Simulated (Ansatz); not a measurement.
Relax this structure to zero stress and force, keeping its symmetry:

Space group Fm-3m (No. 225). a = 5.936 Å, b = 5.936 Å, c = 5.936 Å, α = 90.00°, β = 90.00°, γ = 90.00°
```json
{"atom": "Pb", "site": "4a", "symmetry": "m-3m", "x": "0.0000", "y": "0.0000", "z": "0.0000"}
{"atom": "S", "site": "4b", "symmetry": "m-3m", "x": "0.5000", "y": "0.0000", "z": "0.0000"}
```

Level of theory: Ansatz, DFT LDA, scalar-relativistic, plane waves, PAW.

Cutoff 420 eV; k points 10×10×10 on the computed 2-atom cell (Γ-centred); Gaussian smearing, width 0.02 eV; no spin polarisation.

Q: What does it relax to?

A: The volume drops by 1.17 Å³/atom to 24.98 Å³/atom, and the energy falls by 10.2 meV/atom. Final structure:
```
Pb S
1.0
     0.00000    2.92306    2.92306
     2.92306    0.00000    2.92306
     2.92306    2.92306    0.00000
Pb S
1 1
Direct
  0.00000 0.00000 0.00000
  0.50000 0.50000 0.50000
```

Course of the relaxation (steps run on the plane waves of an earlier cell, and the basis is chosen afresh near the end, so energy and pressure can step there; trial steps that raised the energy were taken back; energies are free energies):

| step | E − E_final (meV/atom) | P (GPa) | V (Å³/atom) |
| --- | --- | --- | --- |
| 1 | 10.2 | -2.70 | 26.14 |
| 2 | 4.0 | 1.92 | 24.25 |
| 3 | -0.1 | -0.08 | 25.01 |
| 4 | -0.1 | 0.00 | 24.98 |
| 5 | 0.0 | 0.00 | 24.98 |

Spin–orbit coupling is left out, which can shift energies with elements as heavy as these.

Cost: 1 run of about 0.17 core-minutes, on Arm Neoverse V2 (shared hosts).